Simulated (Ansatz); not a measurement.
An Ansatz run on Zr₃SnO₈ on the sites of the rutile structure (relaxed group Cmmm) left the output below. Cell and atoms come from a relaxation with r2SCAN.

Structure:
```cif
data_structure
_symmetry_space_group_name_H-M 'P 1'
_symmetry_Int_Tables_number 1
_cell_length_a 4.8448
_cell_length_b 4.8448
_cell_length_c 6.4895
_cell_angle_alpha 90.000
_cell_angle_beta 90.000
_cell_angle_gamma 89.660
_cell_volume 152.32
loop_
_atom_site_label
_atom_site_type_symbol
_atom_site_fract_x
_atom_site_fract_y
_atom_site_fract_z
_atom_site_occupancy
Zr1 Zr 0.50000 0.50000 0.24873 1
Sn1 Sn 0.00000 0.00000 0.00000 1
O1 O 0.19372 0.19372 0.24636 1
O2 O 0.80628 0.80628 0.24636 1
O3 O 0.69737 0.30263 0.00000 1
O4 O 0.30263 0.69737 0.00000 1
Zr2 Zr 0.50000 0.50000 0.75127 1
Zr3 Zr 0.00000 0.00000 0.50000 1
O5 O 0.19372 0.19372 0.75364 1
O6 O 0.80628 0.80628 0.75364 1
O7 O 0.69376 0.30624 0.50000 1
O8 O 0.30624 0.69376 0.50000 1
```

The log, with set-up remarks and timings taken out:
```
Pseudopotential: Zr, paw, valence charge 12, recommended cutoff 500 eV (meta_gga)
Pseudopotential: Sn, paw, valence charge 14, recommended cutoff 500 eV (meta_gga)
Pseudopotential: O, paw, valence charge 6, recommended cutoff 500 eV (meta_gga)
Functional definition: r2SCAN
Crystal: 12 atoms, lattice volume = 152.319 Å³
Basis set: ecut = 500 eV, 3871 PW (Γ)
Bands: 61, of which v1, the nominal top of the filled ones, is band 49 counted from 1 (48 counted from 0)
Symmetry: 8 space group operations
k-points: 36 of 64 (irreducible under 1 space group operation, time reversal used)
preconditioner: auto → Resta (q_TF=auto, 2.535 Å⁻¹)  ε∞=3.6  [insulator: Δε(μ)=3.587 eV  ℏωp=28.9 eV]
SCF 1 converged in 11 iterations: F = -23190.105620 eV  dr2 = 3.59e-11
SCF 1 converged in 5 iterations: F = -23189.837509 eV  dr2 = 3.68e-8
SCF converged after 11 iterations
Free energy (F): -23190.105620 eV
Fermi energy:    8.717452 eV
--- Dielectric response (ions clamped): 3 representative field directions + reference, inside a basis on a mesh of 64 k-points ---
  ε∞ (high-frequency dielectric tensor):
        4.344029     0.000000     0.000000
        0.000000     4.302860     0.000000
        0.000000     0.000000     4.869897
  Born effective charges Z* (e; rows j = field, columns β = displacement):
    site 0:
         5.93571    0.00000    0.00000
         0.00000    4.62812    0.00000
         0.00000    0.00000    6.33148
    site 1:
         3.99855    0.00000    0.00000
         0.00000    4.84658    0.00000
         0.00000    0.00000    4.88076
    site 2:
        -3.90868    0.00000    0.32007
         0.00000   -1.37102    0.00000
         0.35436    0.00000   -2.74430
    site 3:
        -3.90868    0.00000   -0.32007
         0.00000   -1.37102    0.00000
        -0.35436    0.00000   -2.74430
    site 4:
        -1.33287    0.00000    0.00000
         0.00000   -3.27102    0.00000
         0.00000    0.00000   -3.23714
    site 5:
        -1.33287    0.00000    0.00000
         0.00000   -3.27102    0.00000
         0.00000    0.00000   -3.23714
    site 6:
         5.93571    0.00000    0.00000
         0.00000    4.62812    0.00000
         0.00000    0.00000    6.33148
    site 7:
         5.12707    0.00000    0.00000
         0.00000    6.24143    0.00000
         0.00000    0.00000    6.15068
    site 8:
        -3.90868    0.00000   -0.32007
         0.00000   -1.37102    0.00000
        -0.35436    0.00000   -2.74430
    site 9:
        -3.90868    0.00000    0.32007
         0.00000   -1.37102    0.00000
         0.35436    0.00000   -2.74430
    site 10:
        -1.34830    0.00000    0.00000
         0.00000   -4.15907    0.00000
         0.00000    0.00000   -3.12147
    site 11:
        -1.34830    0.00000    0.00000
         0.00000   -4.15907    0.00000
         0.00000    0.00000   -3.12147
  ε∞ is read to err by 1.8e-2, Z* by 2.6e-2 e
```

Q: Which of these blocks stood in the input: relax, gw, phonons, dielectric, magnetization (spin_orbit)?

A: dielectric. A response with clamped ions alone is the dielectric block.

Q: Which k mesh was typed?

A: 4×4×4, Γ-centred.

Q: How were the bands filled?

A: Fixed occupations.

It took 2.6 min on 1 × NVIDIA H100 80GB HBM3 with 2 threads of AMD EPYC 7R13 Processor (Zen 3), with other jobs on the host; peak host memory 3.5 GiB.

No spin polarisation and no zero-point or thermal motion; the cell was built from a prototype and may be hypothetical.

For a response run the program warns that the ground state's bands aren't all converged, so ε∞ carries an extra error.
